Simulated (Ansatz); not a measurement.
Harmonic thermodynamics of K₂HBr

Theory: DFT PBE, scalar-relativistic, plane waves, PAW in Ansatz. Settings: 420 eV plane-wave cutoff, Γ-centred 6×6×4 mesh, fixed occupations. No spin polarisation. Phonons by linear response, acoustic sum rule imposed.

Relaxed structure:
```cif
data_structure
_symmetry_space_group_name_H-M 'P 1'
_symmetry_Int_Tables_number 1
_cell_length_a 4.3167
_cell_length_b 4.3167
_cell_length_c 7.7064
_cell_angle_alpha 90.000
_cell_angle_beta 90.000
_cell_angle_gamma 120.000
_cell_volume 124.36
loop_
_atom_site_label
_atom_site_type_symbol
_atom_site_fract_x
_atom_site_fract_y
_atom_site_fract_z
_atom_site_occupancy
K1 K 0.66667 0.33333 0.27516 1
K2 K 0.66667 0.33333 0.72484 1
H1 H 0.33333 0.66667 0.50000 1
Br1 Br 0.00000 0.00000 0.00000 1
```

It was reached by relaxing an invented guess, and it needn't be the stable form of this composition. The q mesh is coarse, so values between its points are rough.

Force constants from linear response on a 2×2×1 q mesh, interpolated to a fine mesh.

Phonon density of states, in bins of 10 cm⁻¹:
| bin centre (cm⁻¹) | share of modes (%) |
| --- | --- |
| -5 | 0.0 |
| 5 | 0.3 |
| 15 | 0.8 |
| 25 | 1.8 |
| 35 | 3.6 |
| 45 | 4.7 |
| 55 | 7.4 |
| 65 | 7.4 |
| 75 | 5.6 |
| 85 | 4.7 |
| 95 | 10.0 |
| 105 | 12.1 |
| 115 | 6.9 |
| 125 | 2.1 |
| 135 | 4.9 |
| 145 | 1.9 |
| 155 | 0.6 |
| 165 | 0.1 |
| 175 | 0.0 |
| 185 | 0.0 |
| 195 | 0.0 |
| 205 | 0.0 |
| 215 | 0.0 |
| 225 | 0.0 |
| 235 | 0.0 |
| 245 | 0.0 |
| 255 | 0.0 |
| 265 | 0.0 |
| 275 | 0.0 |
| 285 | 0.0 |
| 295 | 0.0 |
| 305 | 0.4 |
| 315 | 0.6 |
| 325 | 0.6 |
| 335 | 0.7 |
| 345 | 0.9 |
| 355 | 1.2 |
| 365 | 1.0 |
| 375 | 0.7 |
| 385 | 0.6 |
| 395 | 0.5 |
| 405 | 0.4 |
| 415 | 0.4 |
| 425 | 0.6 |
| 435 | 2.0 |
| 445 | 2.1 |
| 455 | 1.2 |
| 465 | 0.9 |
| 475 | 1.0 |
| 485 | 0.8 |
| 495 | 0.3 |
| 505 | 0.2 |
| 515 | 0.3 |
| 525 | 0.9 |
| 535 | 2.1 |
| 545 | 1.9 |
| 555 | 1.4 |
| 565 | 1.0 |
| 575 | 0.1 |
| 585 | 0.1 |
| 595 | 0.1 |
| 605 | 0.1 |
| 615 | 0.1 |
| 625 | 0.1 |
| 635 | 0.0 |
| 645 | 0.0 |
| 655 | 0.0 |

Question: How much zero-point energy does an atom carry?

Answer: 33.1 meV.

Question: How large are the vibrational entropy and heat capacity at 300 K?

Answer: S = 4.77 k_B and C_V = 2.72 k_B per atom, 91 % of the Dulong–Petit value.

Question: Tabulate them against temperature.

Answer:
```tsv
T (K)	F_vib (meV/atom)	S (k_B/atom)	C_V (k_B/atom)
100	24.9	2.14	2.02
200	-0.9	3.71	2.50
300	-37.7	4.77	2.72
400	-82.4	5.57	2.83
500	-133.2	6.21	2.88
600	-189.1	6.74	2.92
700	-249.2	7.19	2.94
800	-312.9	7.58	2.95
900	-379.7	7.93	2.96
1000	-449.5	8.24	2.97
```
